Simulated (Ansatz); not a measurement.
C:
Space group Fmmm (No. 69); a = 2.4451 Å, b = 4.2340 Å, c = 6.7377 Å, α = β = γ = 90.00°

```csv
atom,site,symmetry,x,y,z
C,8h,m2m,0.0000,0.3333,0.0000
```
(The calculation used a cell of 2 atoms; values per cell refer to that cell.)

Relaxed at zero pressure with LDA (plane waves, PAW; program Ansatz).

Problem. The volume is lowered by 6 % and shape and atoms relax at that volume. What pressure results, and how do the axes share the change?

Solution. 2.4 GPa; a -0.2 %, b -0.2 %, c -5.6 %; the energy rises by 3 meV/atom.

Problem. Give the new structure.

Solution. 
Space group Fmmm (No. 69); a = 2.441 Å, b = 4.225 Å, c = 6.357 Å, α = β = γ = 90.00°

```
atom  site  symmetry       x       y       z
----  ----  --------  ------  ------  ------
C       8h       m2m  0.0000  0.3333  0.0000
```

The phase is kept; no other phase was compared at this pressure.

The first step of the workflow began from a Materials Project structure, measured or hypothetical; the Crystallography Open Database files this formula in space group No. 69, but the cells were not matched. It is not the phase usual at ambient conditions (space group No. 194, 227). Symmetry was held in the LDA relaxation. At this level the phase is mechanically unstable. A crystal of weakly bound layers computed without a dispersion correction: the cell and the soft elastic constants depend strongly on that.

Potentials: the later of the program's two PAW sets.
